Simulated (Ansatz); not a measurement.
## CsCdCl$_{3}$: excitons and shallow donors from band masses and screening

Computed with DFT LDA, scalar-relativistic, plane waves, PAW in Ansatz 0.2.0.

Settings: cutoff 420 eV, Γ-centred mesh 6×6×6 on the computed 5-atom cell, Gaussian smearing of 0.02 eV; no spin polarisation.

Relaxed cell: Pm-3m, a = 5.112 Å, b = 5.112 Å, c = 5.112 Å, α = 90.00°, β = 90.00°, γ = 90.00°, 5 atoms in the primitive cell. Whether it is the stable form of this composition wasn't checked.

The calculation gives a Kohn–Sham gap of 1.59 eV, an electron mass of 0.236 mₑ and a hole mass of 0.515 mₑ (harmonic means over x, y, z and over the bands degenerate at each edge), and ε∞ = 4.04 (independent particles, mean of the diagonal).

Task: Estimate the binding energy and radius of a Wannier–Mott exciton and of a shallow donor, and say whether the hydrogenic model can hold.

Result: The reduced mass is μ = mₙmₕ/(mₙ + mₕ) = 0.162 mₑ, with mₙ and mₕ the band masses. With E_b = 13.606 eV × μ/ε² and a = 0.529 Å × ε/μ (μ in mₑ) the exciton has E_b = 135 meV and a = 13.2 Å. For a donor μ is the electron mass: 197 meV and 9.1 Å. The radius isn't large against the shortest lattice vector (5.11 Å), so the continuum picture is doubtful and the numbers are only a scale. In a polar crystal the ions screen too, so a state bound more weakly than an optical phonon feels the larger static constant, which lowers the energy and widens the orbit. The other way, the small Kohn–Sham gap and the missing local fields make ε∞ too large and the masses tend to be too light, which underbinds. The edges lie at different points of the zone, so the exciton is indirect.

Spin-orbit coupling is left out, which matters for the bands of heavy elements.

Symmetry holds off the tilts and polar distortions that many cubic perovskites undergo.

Cost: 4 runs of about 2.2 core-minutes in all, on Arm Neoverse V2 (shared hosts).